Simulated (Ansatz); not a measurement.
PbS:
```xyz
4
Lattice="4.0930 0.0000 0.0000 -2.0465 3.5447 0.0000 0.0000 0.0000 7.5404" Properties=species:S:1:pos:R:3 pbc="T T T"
Pb     0.0000     0.0000     7.4349
Pb     0.0000     0.0000     3.6647
S      0.0000     2.3631     1.4567
S      2.0465     1.1816     5.2269
```

Cartesian axes are those of the cell as given.

Problem. Give the proper piezoelectric stress tensor with relaxed ions from the program Ansatz at the r²SCAN+D4 level (PAW).

Solution. In C/m², rows x, y, z, Voigt columns; mesh uncertainty up to 0.01.
```
0.00  0.00  0.00  0.00  1.26  0.00
0.00  0.00  0.00  1.26  0.00  0.00
1.12  1.12  4.03  0.00  0.00  0.00
```

The elastic tensor of the same run (GPa):

```
65.0  32.4  22.7   0.0   0.0   0.0
32.4  65.0  22.7   0.0   0.0   0.0
22.7  22.7  45.3   0.0   0.0   0.0
 0.0   0.0   0.0  21.7   0.0   0.0
 0.0   0.0   0.0   0.0  21.7   0.0
 0.0   0.0   0.0   0.0   0.0  16.3
```

Problem. Convert to strain constants d = e·S.

Solution. In pC/N:
```
  0.0    0.0    0.0    0.0   58.1    0.0
  0.0    0.0    0.0   58.1    0.0    0.0
-12.0  -12.0  101.0    0.0    0.0    0.0
```

Space group P6_3mc. The workflow started from a Materials Project entry (that database holds measured and hypothetical structures alike); the Crystallography Open Database copy checked does not list it. It is not the phase usual at ambient conditions (space group No. 225). The cell was relaxed with r²SCAN+D4 under the symmetry of its start; of distortions, only those at the zone centre were tested. Spin–orbit coupling is left out wherever it is not named.

Potentials: the later of the program's two PAW sets.
